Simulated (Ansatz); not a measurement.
**Sr: energy along a strain**

Sr, P6_3/mmc, a = 4.310 Å, c = 7.050 Å (as given, not relaxed at this level: 0.1 GPa). This isn't the element's structure at ambient conditions. Ansatz: r2SCAN, PAW, 500 eV, Γ-centred 12×12×8 mesh on 2 atoms, Gaussian smearing 0.15 eV; no spin polarisation. Cell vectors (Å): 4.310 0.000 0.000; -2.155 3.733 0.000; 0.000 0.000 7.050. The cell is strained by x per cent times the pattern (0 0 1 0 0 0) in the order xx yy zz yz xz xy (engineering shears), with fractional coordinates held. y is the free energy over the start, V0 = 56.708 Å³/atom.

```
x (%) y (meV/atom)
-2.00             ?
-1.50          2.33
-1.00          1.29
-0.50          0.52
 0.00          0.00
 0.50         -0.26
 1.00         -0.27
 1.50         -0.03
 1.75          0.19
 2.00          0.46
```

Problem. Fit y = c1 x + c2 x² + c3 x³ to the other rows, get the stiffness along the pattern, and predict the missing energy.

Solution. Least squares on the rows shown. y = −0.7771 x + 0.5115 x² − 0.003788 x³. The clamped-ion stiffness p·C·p = 2 × 5.115 eV × 160.2 / 56.708 Å³ = 29 GPa, which is C33 in these axes; c1 is there for the stress left in the start, which by itself gives a slope of -0.78 meV/atom per %. At x = -2.00 the fit asked for gives 3.63 meV/atom. The run gave 3.61 meV/atom, so the fit is 0.02 meV/atom too high, a small miss on the scale of the series.